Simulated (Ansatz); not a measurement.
This HfSi4 structure is the end of a relaxation. The cell was found from a structure generator's guess, not taken from experiment.

The calculation used Ansatz, DFT PBE, scalar-relativistic, plane waves, PAW. Cutoff 420 eV, Γ-centred mesh, Gaussian smearing, no spin polarisation.

```
Hf Si
1.0
     5.80955    0.00000    0.00000
     0.00000    5.80955    0.00000
     0.00000    0.00000    4.29905
Hf Si
1 4
Direct
  0.50000 0.50000 0.50000
  0.79270 0.50000 0.00000
  0.20730 0.50000 0.00000
  0.50000 0.79270 0.00000
  0.50000 0.20730 0.00000
```

Formation energies are uncorrected and refer to the elements' standard structures at the same level.

Task: What space group does it have?

Result: P4/mmm (No. 123). Conventional cell: a = 5.810 Å, c = 4.299 Å. Hf has 8 Si at 2.74 Å; Si has 3 Si at 2.40–2.41 Å and 2 Hf at 2.74 Å.

Task: What is its formation energy per atom?

Result: +0.39 eV/atom. A positive value: parting into the elements would lower its energy.

Task: Is it a metal?

Result: Yes, bands cross the Fermi level on the 8×8×10 mesh.

The last run used an 8×8×10 mesh (in the run's order of axes) for its 5-atom cell and Gaussian smearing of 0.10 eV. These runs have no spin–orbit coupling, which can matter for Hf. A structure relaxed within its symmetry needn't be a true minimum. Another cell of HfSi4 relaxed alike, in Im-3m, lies 111 meV/atom lower, so this cell isn't the stable form at this level.
